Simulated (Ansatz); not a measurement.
Ansatz input file:

```yaml
crystal:
  lattice:
    - [3.3112988118, 0.0, 0.0]
    - [-1.6556494059, 2.8676688906, 0.0]
    - [0.0, 0.0, 38.3951285686]
  atoms:
    - { symbol: W, position: [0.6666666667, 0.3333333333, 0.9127649813] }
    - { symbol: W, position: [0.6666666667, 0.3333333333, 0.2616441963] }
    - { symbol: W, position: [0.3333333333, 0.6666666667, 0.7383558037] }
    - { symbol: W, position: [0.3333333333, 0.6666666667, 0.0872350187] }
    - { symbol: Se, position: [0.3333333333, 0.6666666667, 0.9569179474] }
    - { symbol: Se, position: [0.3333333333, 0.6666666667, 0.3057429198] }
    - { symbol: Se, position: [0.6666666667, 0.3333333333, 0.782516083] }
    - { symbol: Se, position: [0.6666666667, 0.3333333333, 0.131387957] }
    - { symbol: Se, position: [0.3333333333, 0.6666666667, 0.868612043] }
    - { symbol: Se, position: [0.3333333333, 0.6666666667, 0.217483917] }
    - { symbol: Se, position: [0.6666666667, 0.3333333333, 0.6942570802] }
    - { symbol: Se, position: [0.6666666667, 0.3333333333, 0.0430820526] }
basis:
  ecutwfc: 420
kpoints:
  mp_grid: { grid: [12, 12, 1] }
hamiltonian:
  xc: pbesol
scf:
  occupations: { method: gaussian, width: 0.02 }
output:
  forces: true
  stress: true
  eigenvalues: true
relax:
  adjacent_minimum: "off"
  f_tol: 0.01
  max_steps: 30
  cell: { stress_tol: 0.1, fix: [volume] }
```

Launched with
```bash
ansatz run input.yaml --threads 2 --pin off --max-ram 5120MiB --backend cpu --events-out ev --progress --plain --runs-dir out
```

Method: DFT PBEsol, scalar-relativistic, plane waves, PAW in Ansatz 0.2.0.

From the run's log, abridged:

```
Pseudopotentials: kind: paw
Pseudopotential: W, paw, valence charge 14, recommended cutoff 420 eV (normal)
Pseudopotential: Se, paw, valence charge 16, recommended cutoff 420 eV (normal)
Functional definition: PBEsol
Crystal: 12 atoms, lattice volume = 364.589 Å³
Basis set: ecut = 420 eV, 7245 PW (Γ), exchange–correlation on 48×48×540 points (8 copies of the dense FFT grid, shifted against one another)
Bands: 111, of which v1, the nominal top of the filled ones, is band 92 counted from 1 (91 counted from 0)
Symmetry: 12 space group operations
Space group: P-3m1 (ITA 164), of the structure as read, at distance tolerance 7.1e-5 Å
k-points: 19 of 144
Initial density: superposition of atomic densities (neutral atoms: chi_scale 0, normalization atom), corrected by the library's trained network
Initial wavefunctions: pseudopotential atomic-orbital guess
Functional: x = pbesol(κ = 0.804, μ = 0.12345679), c = pbesol(β = 0.046)
SCF iter   1: F=—  HF=-84426.884499 eV  |F-HF|=—  |Δ(HF+E_count)|=         —  Δρ=4.29e-3  dr2=1.08e-1  ethr=1.77e-3  ⟨swp⟩=7.5  Hψ=7750  notcnv=0  defer=19
SCF iter   2: F=—  HF=-84426.880109 eV  |F-HF|=—  |Δ(HF+E_count)|=   4.39e-3  Δρ=2.40e-3  dr2=2.47e-2  ethr=5.89e-5  ⟨swp⟩=2.9  Hψ=3356  notcnv=0  defer=228
SCF iter   3: F=—  HF=-84426.881060 eV  |F-HF|=—  |Δ(HF+E_count)|=   9.51e-4  Δρ=1.46e-3  dr2=3.73e-3  ethr=1.34e-5  ⟨swp⟩=2.2  Hψ=2495  notcnv=0  defer=228
SCF iter   4: F=—  HF=-84426.883452 eV  |F-HF|=—  |Δ(HF+E_count)|=   2.39e-3  Δρ=4.12e-4  dr2=8.88e-4  ethr=2.03e-6  ⟨swp⟩=2.7  Hψ=3178  notcnv=0  defer=228
SCF iter   5: F=—  HF=-84426.883600 eV  |F-HF|=—  |Δ(HF+E_count)|=   1.48e-4  Δρ=9.77e-5  dr2=8.12e-5  ethr=4.83e-7  ⟨swp⟩=2.2  Hψ=2623  notcnv=0  defer=228
SCF iter   6: F=—  HF=-84426.883457 eV  |F-HF|=—  |Δ(HF+E_count)|=   1.43e-4  Δρ=3.86e-5  dr2=1.12e-5  ethr=4.42e-8  ⟨swp⟩=2.2  Hψ=3102  notcnv=0  defer=228
SCF iter   7: F=—  HF=-84426.883463 eV  |F-HF|=—  |Δ(HF+E_count)|=   5.99e-6  Δρ=1.69e-5  dr2=3.44e-6  ethr=6.06e-9  ⟨swp⟩=2.0  Hψ=3149  notcnv=0  defer=228
SCF iter   8: F=—  HF=-84426.883464 eV  |F-HF|=—  |Δ(HF+E_count)|=   1.26e-6  Δρ=9.72e-6  dr2=2.13e-6  ethr=1.87e-9  ⟨swp⟩=2.0  Hψ=2417  notcnv=0  defer=228
SCF iter   9: F=—  HF=-84426.883464 eV  |F-HF|=—  |Δ(HF+E_count)|=   8.59e-8  Δρ=3.40e-6  dr2=1.13e-7  ethr=1.16e-9  ⟨swp⟩=2.0  Hψ=2361  notcnv=0  defer=228
SCF iter  10: F=-84426.883464 eV  HF=-84426.883464 eV  |F-HF|=9.39e-9  |Δ(HF+E_count)|=   5.68e-8  Δρ=1.13e-6  dr2=9.39e-9  ethr=5.43e-11  ⟨swp⟩=11.9  Hψ=8879  notcnv=0
SCF iter  11: F=-84426.883464 eV  HF=-84426.883464 eV  |F-HF|=3.49e-10  |Δ(HF+E_count)|=   1.11e-8  Δρ=3.31e-7  dr2=1.01e-9  ethr=5.10e-12  ⟨swp⟩=2.8  Hψ=6802  notcnv=0
SCF iter  12: F=-84426.883464 eV  HF=-84426.883464 eV  |F-HF|=1.16e-9  |Δ(HF+E_count)|=  9.90e-10  Δρ=3.05e-7  dr2=1.05e-9  ethr=1.00e-12  ⟨swp⟩=1.5  Hψ=5767  notcnv=0
SCF 1 converged in 12 iterations: F = -84426.883464 eV  dr2 = 1.05e-9
relax step   1: F+E_penalty+E_count = -84426.88346394 eV  Δ(F+E_penalty+E_count) = +0.000e0 eV  max|allowed force component| = 6.109e-1 eV/Å  Δτ_max = 0.0000 Å  P = -3.355 GPa  Ω = 364.589 Å³  fix = [volume]  reactions: volume -3.355 GPa (12 SCF iters, dr2 threshold 1.00e-7 eV, accepted)
Basis set: ecut = 420 eV, 7259 PW (Γ), exchange–correlation on 48×48×540 points (8 copies of the dense FFT grid, shifted against one another)
Initial density: handed on by an earlier stage of this run
Initial wavefunctions: those handed on with the density
SCF iter   1: F=—  HF=-84426.917800 eV  |F-HF|=—  |Δ(HF+E_count)|=         —  Δρ=8.03e-3  dr2=3.93e-1  ethr=2.09e-4  ⟨swp⟩=2.7  Hψ=10396  notcnv=0
SCF iter   2: F=—  HF=-84426.858604 eV  |F-HF|=—  |Δ(HF+E_count)|=   5.92e-2  Δρ=3.61e-3  dr2=5.09e-2  ethr=2.09e-4  ⟨swp⟩=3.3  Hψ=3127  notcnv=0
SCF iter   3: F=—  HF=-84426.850890 eV  |F-HF|=—  |Δ(HF+E_count)|=   7.71e-3  Δρ=2.02e-3  dr2=1.17e-2  ethr=2.77e-5  ⟨swp⟩=3.3  Hψ=3141  notcnv=0  defer=25
SCF iter   4: F=—  HF=-84426.850022 eV  |F-HF|=—  |Δ(HF+E_count)|=   8.67e-4  Δρ=8.59e-4  dr2=3.48e-3  ethr=6.34e-6  ⟨swp⟩=2.1  Hψ=4050  notcnv=0  defer=55
SCF iter   5: F=—  HF=-84426.849429 eV  |F-HF|=—  |Δ(HF+E_count)|=   5.93e-4  Δρ=2.29e-4  dr2=3.06e-4  ethr=1.89e-6  ⟨swp⟩=2.2  Hψ=3773  notcnv=0  defer=55
SCF iter   6: F=—  HF=-84426.849273 eV  |F-HF|=—  |Δ(HF+E_count)|=   1.56e-4  Δρ=8.47e-5  dr2=1.04e-4  ethr=1.66e-7  ⟨swp⟩=2.1  Hψ=3803  notcnv=0  defer=58
SCF iter   7: F=—  HF=-84426.849282 eV  |F-HF|=—  |Δ(HF+E_count)|=   8.39e-6  Δρ=2.94e-5  dr2=1.01e-5  ethr=5.65e-8  ⟨swp⟩=2.0  Hψ=2475  notcnv=0  defer=59
SCF iter   8: F=—  HF=-84426.849287 eV  |F-HF|=—  |Δ(HF+E_count)|=   5.24e-6  Δρ=1.22e-5  dr2=2.74e-6  ethr=5.49e-9  ⟨swp⟩=2.2  Hψ=2733  notcnv=0  defer=60
SCF iter   9: F=-84426.849287 eV  HF=-84426.849287 eV  |F-HF|=6.84e-7  |Δ(HF+E_count)|=   8.87e-8  Δρ=6.29e-6  dr2=8.83e-7  ethr=6.52e-10  ⟨swp⟩=10.5  Hψ=9633  notcnv=0
SCF iter  10: F=-84426.849287 eV  HF=-84426.849287 eV  |F-HF|=3.13e-8  |Δ(HF+E_count)|=   8.70e-9  Δρ=2.45e-6  dr2=8.14e-8  ethr=4.80e-10  ⟨swp⟩=3.6  Hψ=6382  notcnv=0
SCF iter  11: F=-84426.849287 eV  HF=-84426.849287 eV  |F-HF|=2.15e-8  |Δ(HF+E_count)|=   2.19e-8  Δρ=1.50e-6  dr2=3.24e-8  ethr=4.42e-11  ⟨swp⟩=3.2  Hψ=5879  notcnv=0
SCF 2 converged in 11 iterations: F = -84426.849287 eV  dr2 = 3.24e-8
relax step   2: F+E_penalty+E_count = -84426.84928721 eV  Δ(F+E_penalty+E_count) = +3.418e-2 eV  max|allowed force component| = 8.999e-1 eV/Å  Δτ_max = 0.1659 Å  P = +2.978 GPa  Ω = 364.589 Å³  energy of the carried Pulay correction = +1.475e-17 eV  fix = [volume]  (11 SCF iters, dr2 threshold 1.20e-6 eV, rejected (line search))
Basis set: ecut = 420 eV, 7235 PW (Γ), exchange–correlation on 48×48×540 points (8 copies of the dense FFT grid, shifted against one another)
SCF iter   1: F=—  HF=-84427.032273 eV  |F-HF|=—  |Δ(HF+E_count)|=         —  Δρ=4.59e-3  dr2=1.18e-1  ethr=7.46e-5  ⟨swp⟩=2.9  Hψ=9075  notcnv=0
SCF iter   2: F=—  HF=-84427.014149 eV  |F-HF|=—  |Δ(HF+E_count)|=   1.81e-2  Δρ=2.06e-3  dr2=1.91e-2  ethr=6.44e-5  ⟨swp⟩=3.5  Hψ=3211  notcnv=0  defer=2
SCF iter   3: F=—  HF=-84427.011382 eV  |F-HF|=—  |Δ(HF+E_count)|=   2.77e-3  Δρ=1.18e-3  dr2=4.15e-3  ethr=1.04e-5  ⟨swp⟩=2.9  Hψ=2960  notcnv=0  defer=8
SCF iter   4: F=—  HF=-84427.010917 eV  |F-HF|=—  |Δ(HF+E_count)|=   4.65e-4  Δρ=5.09e-4  dr2=1.33e-3  ethr=2.26e-6  ⟨swp⟩=2.1  Hψ=3397  notcnv=0  defer=29
SCF iter   5: F=—  HF=-84427.010657 eV  |F-HF|=—  |Δ(HF+E_count)|=   2.60e-4  Δρ=1.35e-4  dr2=1.18e-4  ethr=7.25e-7  ⟨swp⟩=2.0  Hψ=3478  notcnv=0  defer=29
SCF iter   6: F=—  HF=-84427.010647 eV  |F-HF|=—  |Δ(HF+E_count)|=   9.70e-6  Δρ=4.78e-5  dr2=3.12e-5  ethr=6.44e-8  ⟨swp⟩=2.1  Hψ=3487  notcnv=0  defer=29
SCF iter   7: F=—  HF=-84427.010658 eV  |F-HF|=—  |Δ(HF+E_count)|=   1.05e-5  Δρ=1.84e-5  dr2=4.41e-6  ethr=1.70e-8  ⟨swp⟩=2.0  Hψ=2357  notcnv=0  defer=29
SCF iter   8: F=—  HF=-84427.010475 eV  |F-HF|=—  |Δ(HF+E_count)|=   1.82e-4  Δρ=9.53e-6  dr2=2.46e-6  ethr=2.39e-9  ⟨swp⟩=2.0  Hψ=2718  notcnv=0  defer=37
   ...
SCF iter   4: F=—  HF=-84427.027215 eV  |F-HF|=—  |Δ(HF+E_count)|=   4.45e-5  Δρ=4.06e-5  dr2=9.40e-6  ethr=1.96e-7  ⟨swp⟩=2.0  Hψ=2631  notcnv=0
SCF iter   5: F=—  HF=-84427.027040 eV  |F-HF|=—  |Δ(HF+E_count)|=   1.76e-4  Δρ=1.63e-5  dr2=2.76e-6  ethr=5.11e-9  ⟨swp⟩=2.7  Hψ=3887  notcnv=0
SCF iter   6: F=—  HF=-84427.027040 eV  |F-HF|=—  |Δ(HF+E_count)|=   2.22e-7  Δρ=6.48e-6  dr2=6.22e-7  ethr=1.50e-9  ⟨swp⟩=2.0  Hψ=3625  notcnv=0
SCF iter   7: F=—  HF=-84427.027040 eV  |F-HF|=—  |Δ(HF+E_count)|=   1.18e-8  Δρ=4.03e-6  dr2=2.32e-7  ethr=3.38e-10  ⟨swp⟩=2.1  Hψ=3614  notcnv=0
SCF iter   8: F=—  HF=-84427.027040 eV  |F-HF|=—  |Δ(HF+E_count)|=   8.53e-8  Δρ=2.35e-6  dr2=6.44e-8  ethr=1.26e-10  ⟨swp⟩=2.0  Hψ=2542  notcnv=0
SCF iter   9: F=—  HF=-84427.027040 eV  |F-HF|=—  |Δ(HF+E_count)|=   1.14e-8  Δρ=7.10e-7  dr2=6.79e-9  ethr=3.50e-11  ⟨swp⟩=2.0  Hψ=2633  notcnv=0
SCF iter  10: F=-84427.027040 eV  HF=-84427.027040 eV  |F-HF|=6.98e-10  |Δ(HF+E_count)|=   4.19e-9  Δρ=2.10e-7  dr2=3.90e-10  ethr=1.00e-12  ⟨swp⟩=6.2  Hψ=10392  notcnv=0
SCF iter  11: F=-84427.027040 eV  HF=-84427.027040 eV  |F-HF|=0.00e0  |Δ(HF+E_count)|=   1.28e-9  Δρ=7.06e-8  dr2=4.48e-11  ethr=1.00e-12  ⟨swp⟩=3.3  Hψ=7912  notcnv=0
SCF iter  12: F=-84427.027040 eV  HF=-84427.027040 eV  |F-HF|=0.00e0  |Δ(HF+E_count)|=  1.16e-10  Δρ=3.72e-8  dr2=1.77e-11  ethr=1.00e-12  ⟨swp⟩=2.7  Hψ=6687  notcnv=0
SCF iter  13: F=-84427.027040 eV  HF=-84427.027040 eV  |F-HF|=7.28e-11  |Δ(HF+E_count)|=    0.00e0  Δρ=2.32e-8  dr2=7.45e-12  ethr=1.00e-12  ⟨swp⟩=2.0  Hψ=5962  notcnv=0
SCF 8 converged in 13 iterations: F = -84427.027040 eV  dr2 = 7.45e-12
relax step   8: F+E_penalty+E_count = -84427.02703968 eV  Δ(F+E_penalty+E_count) = -8.194e-5 eV  max|allowed force component| = 2.779e-3 eV/Å  Δτ_max = 0.0170 Å  P = -0.025 GPa  Ω = 364.589 Å³  fix = [volume]  reactions: volume -0.025 GPa (13 SCF iters, accepted)
SCF iter   1: F=—  HF=-84427.027714 eV  |F-HF|=—  |Δ(HF+E_count)|=         —  Δρ=9.19e-4  dr2=2.96e-3  ethr=1.68e-6  ⟨swp⟩=2.9  Hψ=8136  notcnv=0
SCF iter   2: F=—  HF=-84427.027386 eV  |F-HF|=—  |Δ(HF+E_count)|=   3.28e-4  Δρ=4.51e-4  dr2=8.36e-4  ethr=1.61e-6  ⟨swp⟩=2.2  Hψ=2397  notcnv=0
SCF iter   3: F=—  HF=-84427.027298 eV  |F-HF|=—  |Δ(HF+E_count)|=   8.74e-5  Δρ=2.70e-4  dr2=2.77e-4  ethr=4.54e-7  ⟨swp⟩=2.2  Hψ=2486  notcnv=0
SCF iter   4: F=—  HF=-84427.027271 eV  |F-HF|=—  |Δ(HF+E_count)|=   2.69e-5  Δρ=3.60e-5  dr2=8.30e-6  ethr=1.50e-7  ⟨swp⟩=2.1  Hψ=2677  notcnv=0
SCF iter   5: F=—  HF=-84427.027087 eV  |F-HF|=—  |Δ(HF+E_count)|=   1.84e-4  Δρ=1.58e-5  dr2=3.87e-6  ethr=4.51e-9  ⟨swp⟩=2.5  Hψ=3729  notcnv=0
SCF iter   6: F=—  HF=-84427.027087 eV  |F-HF|=—  |Δ(HF+E_count)|=   3.84e-7  Δρ=5.75e-6  dr2=4.66e-7  ethr=2.10e-9  ⟨swp⟩=2.0  Hψ=2440  notcnv=0  defer=1
SCF iter   7: F=—  HF=-84427.027087 eV  |F-HF|=—  |Δ(HF+E_count)|=   1.89e-8  Δρ=3.55e-6  dr2=1.43e-7  ethr=2.54e-10  ⟨swp⟩=2.1  Hψ=3618  notcnv=0  defer=1
SCF iter   8: F=—  HF=-84427.027087 eV  |F-HF|=—  |Δ(HF+E_count)|=   7.84e-8  Δρ=2.10e-6  dr2=5.80e-8  ethr=7.78e-11  ⟨swp⟩=2.0  Hψ=3541  notcnv=0  defer=1
SCF iter   9: F=—  HF=-84427.027087 eV  |F-HF|=—  |Δ(HF+E_count)|=   3.32e-9  Δρ=6.39e-7  dr2=4.07e-9  ethr=3.15e-11  ⟨swp⟩=2.0  Hψ=2564  notcnv=0  defer=1
SCF iter  10: F=-84427.027087 eV  HF=-84427.027087 eV  |F-HF|=1.51e-9  |Δ(HF+E_count)|=   4.10e-9  Δρ=2.14e-7  dr2=3.92e-10  ethr=1.00e-12  ⟨swp⟩=6.3  Hψ=10375  notcnv=0
SCF iter  11: F=-84427.027087 eV  HF=-84427.027087 eV  |F-HF|=4.37e-11  |Δ(HF+E_count)|=   1.27e-9  Δρ=9.96e-8  dr2=1.16e-10  ethr=1.00e-12  ⟨swp⟩=3.4  Hψ=8415  notcnv=0
SCF iter  12: F=-84427.027087 eV  HF=-84427.027087 eV  |F-HF|=4.22e-10  |Δ(HF+E_count)|=  4.22e-10  Δρ=4.61e-8  dr2=2.18e-11  ethr=1.00e-12  ⟨swp⟩=3.0  Hψ=6961  notcnv=0
SCF iter  13: F=-84427.027087 eV  HF=-84427.027087 eV  |F-HF|=2.18e-10  |Δ(HF+E_count)|=  2.33e-10  Δρ=2.27e-8  dr2=1.09e-11  ethr=1.00e-12  ⟨swp⟩=2.0  Hψ=5956  notcnv=0
SCF 9 converged in 13 iterations: F = -84427.027087 eV  dr2 = 1.09e-11
relax step   9: F+E_penalty+E_count = -84427.02708699 eV  Δ(F+E_penalty+E_count) = -4.732e-5 eV  max|allowed force component| = 4.956e-4 eV/Å  Δτ_max = 0.0167 Å  P = -0.001 GPa  Ω = 364.589 Å³  energy of the carried Pulay correction = +1.475e-17 eV  fix = [volume]  reactions: volume -0.001 GPa (13 SCF iters, accepted)
Initial wavefunctions: pseudopotential atomic-orbital guess (no wavefunctions were taken with the density)
SCF iter   1: F=—  HF=-84427.018690 eV  |F-HF|=—  |Δ(HF+E_count)|=         —  Δρ=3.22e-4  dr2=1.04e-5  ethr=1.34e-7  ⟨swp⟩=4.6  Hψ=14482  notcnv=0
SCF iter   2: F=—  HF=-84427.024022 eV  |F-HF|=—  |Δ(HF+E_count)|=   5.33e-3  Δρ=1.62e-4  dr2=2.45e-6  ethr=5.67e-9  ⟨swp⟩=3.3  Hψ=3888  notcnv=0
SCF iter   3: F=—  HF=-84427.026947 eV  |F-HF|=—  |Δ(HF+E_count)|=   2.93e-3  Δρ=2.99e-5  dr2=1.18e-6  ethr=1.33e-9  ⟨swp⟩=3.4  Hψ=3832  notcnv=0  defer=1
SCF iter   4: F=—  HF=-84427.027120 eV  |F-HF|=—  |Δ(HF+E_count)|=   1.73e-4  Δρ=7.43e-6  dr2=2.21e-7  ethr=6.43e-10  ⟨swp⟩=3.2  Hψ=3047  notcnv=0  defer=7
SCF iter   5: F=—  HF=-84427.027135 eV  |F-HF|=—  |Δ(HF+E_count)|=   1.52e-5  Δρ=2.35e-6  dr2=2.19e-8  ethr=1.20e-10  ⟨swp⟩=2.8  Hψ=2983  notcnv=0  defer=10
SCF iter   6: F=—  HF=-84427.027138 eV  |F-HF|=—  |Δ(HF+E_count)|=   2.52e-6  Δρ=6.88e-7  dr2=4.89e-9  ethr=1.19e-11  ⟨swp⟩=2.8  Hψ=3063  notcnv=0  defer=10
SCF iter   7: F=—  HF=-84427.027138 eV  |F-HF|=—  |Δ(HF+E_count)|=   2.85e-7  Δρ=2.97e-7  dr2=1.52e-9  ethr=2.66e-12  ⟨swp⟩=2.3  Hψ=2644  notcnv=0  defer=10
SCF iter   8: F=-84427.027138 eV  HF=-84427.027138 eV  |F-HF|=7.36e-9  |Δ(HF+E_count)|=   1.64e-8  Δρ=1.12e-7  dr2=2.37e-10  ethr=1.00e-12  ⟨swp⟩=8.2  Hψ=8191  notcnv=0
SCF iter   9: F=-84427.027138 eV  HF=-84427.027138 eV  |F-HF|=2.36e-9  |Δ(HF+E_count)|=   5.15e-9  Δρ=6.91e-8  dr2=1.23e-10  ethr=1.00e-12  ⟨swp⟩=3.9  Hψ=6812  notcnv=0
Mixer restart at iter 9: flushing history
SCF iter  10: F=-84427.027138 eV  HF=-84427.027138 eV  |F-HF|=7.61e-9  |Δ(HF+E_count)|=   2.72e-9  Δρ=3.89e-7  dr2=8.05e-9  ethr=1.00e-12  ⟨swp⟩=2.0  Hψ=2508  notcnv=0  κ⁻¹=1.0e0(r=1)
SCF iter  11: F=-84427.027138 eV  HF=-84427.027138 eV  |F-HF|=1.60e-10  |Δ(HF+E_count)|=  4.66e-10  Δρ=8.15e-8  dr2=1.40e-10  ethr=1.00e-12  ⟨swp⟩=3.9  Hψ=7208  notcnv=0
SCF 10 converged in 11 iterations: F = -84427.027138 eV  dr2 = 1.40e-10
SCF converged after 11 iterations
an eigenvalue changed by more than its tolerance at an iteration that met the thresholds in force, so the SCF went on 2 times, its first undamped step at iteration 9: the last check found none over its tolerance
Free energy (F): -84427.027138 eV
Harris-Foulkes:  -84427.027138 eV  (|F-HF|=1.60e-10)
Internal energy: -84427.027138 eV  (E = F + TS)
E sigma→0 (E₀):  -84427.027138 eV
Fermi energy:    7.376184 eV
--- Per-component energies (eV) ---
  E_band       = -4474.881010
  E_kinetic    = 2760.265817
  E_local      = -269915.142413  (includes V_loc(G=0)·N_el)
  E_nonlocal   = -4724.135958
  E_hartree    = 133960.075386
  E_xc         = -1892.391101
  E_vxc        = -1745.696613  (∫ρ·V_xc dr)
  E_paw        = -48689.274246  (= ΣΔE_a)
  E_vpaw       = 1229.681226  (= ΣTr[D̂ρ^β])
  E_aug_tail   = -0.005103  (compensation charges beyond the density's cutoff)
  E_ewald      = 104064.625706
  E_core_change = 8.954772  (= ΣΔE_core)
  E_smearing   =  0.000000  (= −TS)
--- Forces (eV/Å), atoms counted from 1 ---
  atom   1  W      0.00000000     0.00000000    -0.00005578
  atom   2  W      0.00000000     0.00000000     0.00004142
  atom   3  W      0.00000000     0.00000000    -0.00004142
  atom   4  W      0.00000000     0.00000000     0.00005578
  atom   5  Se     0.00000000     0.00000000    -0.00050584
  atom   6  Se     0.00000000     0.00000000     0.00001527
  atom   7  Se     0.00000000     0.00000000     0.00002084
  atom   8  Se     0.00000000     0.00000000    -0.00025508
  atom   9  Se     0.00000000     0.00000000     0.00025508
  atom  10  Se     0.00000000     0.00000000    -0.00002084
  atom  11  Se     0.00000000     0.00000000    -0.00001527
  atom  12  Se     0.00000000     0.00000000     0.00050584
--- Stress (GPa, compression-positive) ---
        0.000051       0.000000       0.000000
        0.000000       0.000051       0.000000
        0.000000       0.000000       0.000102
  P = ⅓ Tr σ = 0.0001 GPa (0.001 kbar)
--- Band table (eV; the first three rows and the last of 19) ---
  k-point 0: bands = ["-67.2605", "-67.2605", "-67.2578", "-67.2578", "-40.9344", "-40.9344", "-40.9344", "-40.9344", "-40.9337", "-40.9337", "-40.9337", "-40.9337", "-40.9291", "-40.9291", "-40.9291", "-40.9291", "-40.9161", "-40.9161", "-40.9161", "-40.9161", "-40.9052", "-40.9052", "-40.9051", "-40.9051", "-40.9040", "-40.9040", "-40.9039", "-40.9039", "-40.8997", "-40.8997", "-40.8997", "-40.8997", "-40.8933", "-40.8932", "-40.8911", "-40.8910", "-40.8874", "-40.8874", "-40.8829", "-40.8829", "-40.8829", "-40.8829", "-40.8689", "-40.8689", "-31.5613", "-31.5613", "-31.5587", "-31.5587", "-31.4068", "-31.4068", "-31.4068", "-31.4068", "-31.4040", "-31.4040", "-31.4040", "-31.4040", "-8.37 ...
  k-point 1: bands = ["-67.2598", "-67.2598", "-67.2571", "-67.2571", "-40.9343", "-40.9343", "-40.9340", "-40.9340", "-40.9338", "-40.9338", "-40.9334", "-40.9334", "-40.9291", "-40.9291", "-40.9288", "-40.9288", "-40.9161", "-40.9161", "-40.9158", "-40.9158", "-40.9053", "-40.9053", "-40.9052", "-40.9052", "-40.9042", "-40.9041", "-40.9040", "-40.9039", "-40.8999", "-40.8999", "-40.8998", "-40.8998", "-40.8931", "-40.8931", "-40.8910", "-40.8908", "-40.8873", "-40.8873", "-40.8830", "-40.8830", "-40.8829", "-40.8829", "-40.8688", "-40.8688", "-31.5577", "-31.5577", "-31.5552", "-31.5552", "-31.4239", "-31.4239", "-31.4212", "-31.4212", "-31.4107", "-31.4107", "-31.4080", "-31.4080", "-8.26 ...
  k-point 2: bands = ["-67.2577", "-67.2577", "-67.2550", "-67.2550", "-40.9342", "-40.9342", "-40.9339", "-40.9339", "-40.9331", "-40.9331", "-40.9326", "-40.9325", "-40.9291", "-40.9291", "-40.9279", "-40.9279", "-40.9161", "-40.9161", "-40.9149", "-40.9149", "-40.9054", "-40.9054", "-40.9054", "-40.9053", "-40.9047", "-40.9046", "-40.9041", "-40.9040", "-40.9002", "-40.9002", "-40.8999", "-40.8999", "-40.8927", "-40.8927", "-40.8905", "-40.8904", "-40.8868", "-40.8868", "-40.8833", "-40.8833", "-40.8830", "-40.8830", "-40.8683", "-40.8683", "-31.5480", "-31.5480", "-31.5455", "-31.5455", "-31.4705", "-31.4705", "-31.4678", "-31.4678", "-31.4215", "-31.4215", "-31.4188", "-31.4188", "-7.95 ...
  k-point 18: bands = ["-67.2478", "-67.2478", "-67.2451", "-67.2451", "-40.9325", "-40.9325", "-40.9312", "-40.9312", "-40.9310", "-40.9310", "-40.9308", "-40.9308", "-40.9269", "-40.9269", "-40.9261", "-40.9261", "-40.9138", "-40.9138", "-40.9131", "-40.9131", "-40.9073", "-40.9072", "-40.9063", "-40.9063", "-40.9053", "-40.9052", "-40.9051", "-40.9051", "-40.9014", "-40.9014", "-40.9008", "-40.9008", "-40.8909", "-40.8909", "-40.8884", "-40.8884", "-40.8849", "-40.8849", "-40.8845", "-40.8845", "-40.8840", "-40.8840", "-40.8664", "-40.8664", "-31.5956", "-31.5956", "-31.5930", "-31.5930", "-31.5671", "-31.5671", "-31.5644", "-31.5644", "-31.5016", "-31.5016", "-31.4990", "-31.4990", "-5.8 ...
--- Relaxed structure (9 steps of the walk, 8 accepted, 1 SCFs on fresh bases) ---
  F+E_penalty+E_count = -84427.02713832 eV   max|allowed force component| = 5.058e-4 eV/Å   (the final SCF, on the basis selected at the relaxed cell)
  cell:  # Å, volume = 364.5890 Å³
    - [3.27087463, 0.0, 0.0]
    - [-1.63543731, 2.83266052, 0.0]
    - [0.0, 0.0, 39.35003072]
  atoms:
    - { symbol: W, position: [0.66666666, 0.33333333, 0.91600011] }
    - { symbol: W, position: [0.66666666, 0.33333333, 0.25192563] }
    - { symbol: W, position: [0.33333333, 0.66666666, 0.74807436] }
    - { symbol: W, position: [0.33333333, 0.66666666, 0.08399988] }
    - { symbol: Se, position: [0.33333333, 0.66666666, 0.95854911] }
    - { symbol: Se, position: [0.33333333, 0.66666666, 0.29442157] }
    - { symbol: Se, position: [0.66666666, 0.33333333, 0.79062984] }
    - { symbol: Se, position: [0.66666666, 0.33333333, 0.12654871] }
    - { symbol: Se, position: [0.33333333, 0.66666666, 0.87345128] }
    - { symbol: Se, position: [0.33333333, 0.66666666, 0.20937015] }
    - { symbol: Se, position: [0.66666666, 0.33333333, 0.70557842] }
    - { symbol: Se, position: [0.66666666, 0.33333333, 0.04145088] }
```

The relaxation met its thresholds.

Time: 4.7 min on 2 threads of Oxide Virtual Turin-like Processor (Zen 5), on a shared host, peak memory 1.2 GiB.

Spin–orbit coupling is left out, which can shift energies with elements as heavy as these. The cell holds layers, and where no dispersion correction was added their binding is poorly described.